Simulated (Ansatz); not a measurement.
BaTiO$_{3}$:
```
BaTiO3
1.0
    2.78776     1.60951     2.28030
   -2.78776     1.60951     2.28030
    0.00000    -3.21903     2.28030
Ba Ti O
1 1 3
Direct
  0.99894   0.99894   0.99894
  0.50767   0.50767   0.50767
  0.48957   0.98535   0.48957
  0.48957   0.48957   0.98535
  0.98535   0.48957   0.48957
```

x, y and z are the axes in which the lattice vectors are written.

### Question
Give the high-frequency dielectric tensor and the Born effective charge tensors of the independent atoms from DFPT, LDA (plane waves, PAW; program Ansatz).

### Answer

ε∞:
```
6.35  0.00  0.00
0.00  6.35  0.00
0.00  0.00  6.04
```
Z* of atom 1 (Ba), rows: field, columns: displacement, in e:
```
2.81  0.00  0.00
0.00  2.81  0.00
0.00  0.00  2.78
```
Z* of atom 2 (Ti), rows: field, columns: displacement, in e:
```
6.84  0.00  0.00
0.00  6.84  0.00
0.00  0.00  6.24
```
Z* of atom 3 (O), rows: field, columns: displacement, in e:
```
-3.79   1.00   1.32
 1.00  -2.64  -0.76
 1.22  -0.71  -3.00
```

Space group R3m. This is a known low-temperature phase of the composition, computed here at zero pressure and temperature. The LDA relaxation kept the symmetry of its start; whether a distortion lowers the energy is not shown. No spin polarisation was allowed. Spin–orbit coupling is left out wherever it is not named.

Potentials: the later of the program's two PAW sets.
